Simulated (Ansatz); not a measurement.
Relaxation of a generated cell, WSe2 built in the AFLOW prototype AB2_cF48_227_c_e (as in Ti2C); 12 atoms in the cell, which starts as Fd-3m, origin choice 1 (No. 227), cF48; a = b = c = 10.195 Å, α = β = γ = 90.00°. Method: PBEsol (plane waves to 420 eV, PAW, scalar-relativistic; Ansatz, a first-principles code). Γ-centred k-mesh 3×3×3 on the run's cell (coarser than for final values), Fermi–Dirac smearing 0.05 eV. This is the first round of the run. 

The optimiser's lines from the output (shortened; P is positive under compression):

```
relax step   1: F+E_penalty+E_count = -84420.39456884 eV  Δ(F+E_penalty+E_count) = +0.000e0 eV  max|allowed force component| = 1.155e0 eV/Å  Δτ_max = 0.0000 Å  P = +3.650 GPa  Ω = 264.947 Å³  (8 SCF iters, dr2 threshold 1.00e-7 eV, accepted)
relax step   2: F+E_penalty+E_count = -84421.87201231 eV  Δ(F+E_penalty+E_count) = -1.477e0 eV  max|allowed force component| = 1.416e-1 eV/Å  Δτ_max = 0.1945 Å  P = -6.495 GPa  Ω = 255.308 Å³  (6 SCF iters, dr2 threshold 1.20e-6 eV, accepted)
relax step   3: F+E_penalty+E_count = -84422.13279254 eV  Δ(F+E_penalty+E_count) = -2.608e-1 eV  max|allowed force component| = 2.053e-1 eV/Å  Δτ_max = 0.1231 Å  P = +2.654 GPa  Ω = 222.416 Å³  (7 SCF iters, dr2 threshold 1.20e-6 eV, accepted)
relax step   4: F+E_penalty+E_count = -84422.28886699 eV  Δ(F+E_penalty+E_count) = -1.561e-1 eV  max|allowed force component| = 2.879e-2 eV/Å  Δτ_max = 0.0723 Å  P = -0.458 GPa  Ω = 235.725 Å³  (6 SCF iters, dr2 threshold 1.20e-6 eV, accepted)
relax step   5: F+E_penalty+E_count = -84422.29437251 eV  Δ(F+E_penalty+E_count) = -5.506e-3 eV  max|allowed force component| = 2.564e-3 eV/Å  Δτ_max = 0.0098 Å  P = -0.050 GPa  Ω = 233.797 Å³  (5 SCF iters, dr2 threshold 5.24e-7 eV, accepted)
relax step   6: F+E_penalty+E_count = -84422.29446494 eV  Δ(F+E_penalty+E_count) = -9.243e-5 eV  max|allowed force component| = 1.826e-4 eV/Å  Δτ_max = 0.0010 Å  P = -0.000 GPa  Ω = 233.587 Å³  (5 SCF iters, dr2 threshold 6.33e-9 eV, accepted)
relax step   7: F+E_penalty+E_count = -84422.28925186 eV  Δ(F+E_penalty+E_count) = +5.213e-3 eV  max|allowed force component| = 4.078e-4 eV/Å  Δτ_max = 0.0000 Å  P = -0.006 GPa  Ω = 233.587 Å³  stress off target by 5.74e-3 GPa  SCF on the basis re-selected at this cell (its energy is not comparable with the rows above)  (7 SCF iters)
```

From the first to the last row the energy changes by -0.16 eV/atom and the volume by -11.8 %. The last row is marked as not comparable with the walk above it, whose basis was carried along; it does compare with step 1, since both stand on a basis selected at the nominal cutoff for their own cell.

Later rounds, restarted from the end of this one on a renewed k-mesh, logged 8 more steps. The final structure after all rounds: Fd-3m, origin choice 1 (No. 227), cF48, AFLOW prototype AB2_cF48_227_c_e (as in Ti2C); a = b = c = 9.766 Å, α = β = γ = 90.00°. Between re-selections the logged energies stand on a plane-wave basis carried along with the cell. No spin polarisation in the result.

The run could not lose the symmetry of its start, so the end can be a saddle point.

The relaxed structure here is a generated cell of WSe2: the first start was made by placing the elements on the sites of a structure type, and the end was not matched to a known phase here, so it may be hypothetical. Known forms of WSe2 include space group No. 194.
